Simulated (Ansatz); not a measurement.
Given:

TiO$_{2}$:
```
TiO2
1.0
    4.59693     0.00000     0.00000
    0.00000     4.59693     0.00000
    0.00000     0.00000     2.95356
Ti O
2 4
Direct
  0.00000   0.00000   0.00000
  0.50000   0.50000   0.50000
  0.30463   0.30463   0.00000
  0.80463   0.19537   0.50000
  0.19537   0.80463   0.50000
  0.69537   0.69537   0.00000
```

This is the r²SCAN-relaxed structure.

### Question
All from DFT-r²SCAN in the program Ansatz with PAW potentials, unless another level is named. Predict the hole effective mass.

### Answer
2.3, 2.3, 3.7 mₑ (principal values).

### Question
Next, the band gap?

### Answer
2.22 eV (direct).

### Question
Predict the weight of the valence-edge state by species (Voronoi cells).

### Answer
O 96 %, Ti 4 %.

### Question
And the valence-band maximum?

### Answer
at Γ.

Space group P4_2/mnm (rutile). Symmetry was held in the r²SCAN relaxation. The run is not spin-polarised.

Potentials: the later of the program's two PAW sets.
